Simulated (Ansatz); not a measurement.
# Property card for ScAl$_{2}$

ScAl₂:
```
CELL_PARAMETERS angstrom
     -1.57549     1.57549     5.60545
      1.57549    -1.57549     5.60545
      1.57549     1.57549    -5.60545
ATOMIC_POSITIONS crystal
  Sc 0.00000 0.00000 0.00000
  Al 0.32326 0.32326 0.00000
  Al 0.67674 0.67674 0.00000
```

Space group I4/mmm (No. 139), MoSi2 or CaC2 type; conventional cell a = b = 3.1510 Å, c = 11.2109 Å, α = β = γ = 90.00°.

Method: PBE (plane waves, PAW; program Ansatz). Geometry: relaxed at this level of theory. Other levels are named where they apply.

### Cell and energy

```yaml
volume_per_atom: 18.55 Å³
density: 2.95 g/cm³
Formation energy from the elements (no fitted shifts): -0.25 eV/atom
```

### Electronic structure

```yaml
electronic_character: metallic (no gap)
Density of states at the Fermi level: 0.90 states/eV per atom (mean over ±0.08 eV)
```

### Mechanics

```yaml
Bulk modulus (Birch–Murnaghan fit): 73.9 GPa
Pressure derivative B′: 4.1
```

A made-up cell: these elements were put on the sites of a structure type; neither database checked (COD, Materials Project) lists it. Whether it is the stable phase at ambient conditions was not checked. Symmetry was held in the PBE relaxation; whether a distortion lowers the energy is not shown. The run is not spin-polarised. Axis ratios of metals converge slowly with the k-mesh, so a and c are less sure than the volume. The references are the lowest solids computed at this level, not always the standard phases.

Potentials: the earlier of the program's two PAW sets.
